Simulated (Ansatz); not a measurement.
## V (bcc)

Computed with Ansatz (plane waves, PAW, 420 eV cutoff): PBEsol, scalar-relativistic, collinear spin, Γ-centred 20×20×20 mesh, 0.05 eV Gaussian smearing; PAW files: Ansatz's generated set soft_2.

```yaml
crystal:
  lattice:
    - [-1.47920, 1.47920, 1.47920]
    - [1.47920, -1.47920, 1.47920]
    - [1.47920, 1.47920, -1.47920]
  atoms:
    - { symbol: V, position: [0.00000, 0.00000, 0.00000] }
```

Magnetic state: non-magnetic, site spin moments none.

Cell and atoms are those of this level's equilibrium.

Path: Γ–H–N–Γ–P–H | P–N, with Γ = (0.000, 0.000, 0.000), H = (0.500, -0.500, 0.500), N = (0.000, 0.000, 0.500), P = (0.250, 0.250, 0.250) in reciprocal vectors of the calculation's cell.

Task: Is it a metal or an insulator, and if it has a gap, where are the band edges on this path?

Result: A metal: bands cross the Fermi level.

Bands as a text map, energy in eV from the Fermi level (dashes), each leg drawn with the same width, + spin up, o spin down, # both:
```
  2.86 |         #    ###       # ## ###     ########
  2.57 |##  #    #    ######### ##               ####
  2.29 | #   #       #   ###   #                     
  2.00 |          # #                                
  1.71 |   #       #  #   #                        ##
  1.43 |          #            #         #        #  
  1.14 |  # #          #   #                         
  0.86 |             #                           #   
  0.57 |## #                ###                      
  0.29 | ##        #    #  ## #                 #    
  0.00 |---#-------------###---#---------------------
 -0.29 |            #     #             #      #     
 -0.57 |            #    #      #                    
 -0.86 |                #          # ##       #      
 -1.14 |    #      # ###         ## #  #    ##    ###
 -1.43 |                          ##   #      ####   
 -1.71 |                             ## #      #     
 -2.00 |          #                                  
 -2.29 |     #     #                            #    
 -2.57 |    ##   ##                      #           
 -2.86 |      #  #  #            #               #   
 -3.14 |       ##    #                    ##      #  
 -3.43 |              ###                          ##
 -3.71 |   #                                         
 -4.00 |                 #                           
 -4.29 |                        #                    
 -4.57 |                                             
 -4.86 |                  #                          
        Γ      H      N      Γ      P      HP       N
```

The calculation's cell holds 13 valence electrons, an odd number. Without magnetic order each band takes two, so one stays part-filled and the crystal must be a metal. (Only strong correlation, outside this picture, could make a Mott insulator of it.)

It took about 50 core-seconds on a shared host. The relaxed cell is 6 % smaller in volume than the cell of this structure in the Crystallography Open Database (13.78 Å³/atom, 2012).
